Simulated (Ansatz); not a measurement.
An Ansatz input and the part of its output that reports the observables at the nuclei.

The start is a computed structure from the Materials Project (it need not be an observed phase).

```yaml
crystal:
  lattice:
    - [5.974884, 0.0, 0.0]
    - [0.0, 6.090521, 0.0]
    - [0.0, 0.0, 4.574808]
  atoms:
    - { symbol: Li, position: [0.76012, 0.801986, 0.258102] }
    - { symbol: Li, position: [0.23988, 0.801986, 0.258102] }
    - { symbol: Li, position: [0.5, 0.0, 0.822234] }
    - { symbol: Li, position: [0.76012, 0.198014, 0.258102] }
    - { symbol: Li, position: [0.23988, 0.198014, 0.258102] }
    - { symbol: Li, position: [0.73988, 0.301986, 0.741898] }
    - { symbol: Li, position: [0.26012, 0.301986, 0.741898] }
    - { symbol: Li, position: [0.0, 0.5, 0.177766] }
    - { symbol: Li, position: [0.73988, 0.698014, 0.741898] }
    - { symbol: Li, position: [0.26012, 0.698014, 0.741898] }
    - { symbol: B, position: [0.0, 0.0, 0.77929] }
    - { symbol: B, position: [0.5, 0.5, 0.22071] }
    - { symbol: O, position: [0.0, 0.791707, 0.966793] }
    - { symbol: O, position: [0.787275, 0.0, 0.595162] }
    - { symbol: O, position: [0.212725, 0.0, 0.595162] }
    - { symbol: O, position: [0.0, 0.208293, 0.966793] }
    - { symbol: O, position: [0.5, 0.291707, 0.033207] }
    - { symbol: O, position: [0.712725, 0.5, 0.404838] }
    - { symbol: O, position: [0.287275, 0.5, 0.404838] }
    - { symbol: O, position: [0.5, 0.708293, 0.033207] }
kpoints:
  mp_grid: { grid: [4, 4, 5] }
scf:
  occupations: { method: fermi_dirac, width: 0.02 }
hamiltonian:
  xc: pbe
  pseudopotentials: { kind: paw }
output:
  forces: true
  stress: true
  populations: true
  efg:
    quadrupole_moments_barn: { Li: -0.0401, B: 0.04059, O: -0.02558 }
    contact_densities: true
  write_density: true
  write_potential: true
  elf: true
  volumetric_format: npy
relax:
  f_tol: 0.02
  max_steps: 60
```

```sh
ansatz run input.yaml --threads 1 --pin off --max-ram 2560MiB --backend cpu --events-out ev --progress --plain --runs-dir out
```

The run relaxes the ions first, and the block belongs to the relaxed positions.

Of the output, the block on the nuclei alone is shown; the set-up, the SCF iterations, energies, forces and stress are cut. One atom of each set with nearly equal values is shown.

```
--- PAW observables at the nuclei: V_zz in 10²¹ V/m², potentials from the cell's mean, atoms counted from 1 ---
  atom   1  Li V_zz =    +0.233471   η = 0.4816   by run symmetry: allowed   C_q = -0.2264 MHz
            electrostatic potential = -167.656989 V   contact ρ = 94.706163 e/Å³
  atom   3  Li V_zz =    -0.109315   η = 0.1363   by run symmetry: allowed   C_q = +0.1060 MHz
            electrostatic potential = -167.055240 V   contact ρ = 94.605691 e/Å³
  atom  11  B  V_zz =    -0.117817   η = 0.0057   by run symmetry: allowed   C_q = -0.1156 MHz
            electrostatic potential = -319.403107 V   contact ρ = 485.417376 e/Å³
  atom  13  O  V_zz =    +7.028246   η = 0.2012   by run symmetry: allowed   C_q = -4.3471 MHz
            electrostatic potential = -619.593519 V   contact ρ = 2154.715286 e/Å³
  atom  14  O  V_zz =    +6.709339   η = 0.0286   by run symmetry: allowed   C_q = -4.1499 MHz
            electrostatic potential = -619.596924 V   contact ρ = 2154.736517 e/Å³
```

The relaxation (4 steps) took 75 s of wall time (76 s of CPU time) and 0.54 GiB at its peak, on 1 thread of Arm Neoverse V1 (aarch64; 8 cores open to the job, memory cap 2.5 GiB, no GPU), a shared host with a load of 0.9 a core.

With these PAW files V_zz is typically within 2 to 3 % of all-electron values, but misses above 10 % occur on Li.
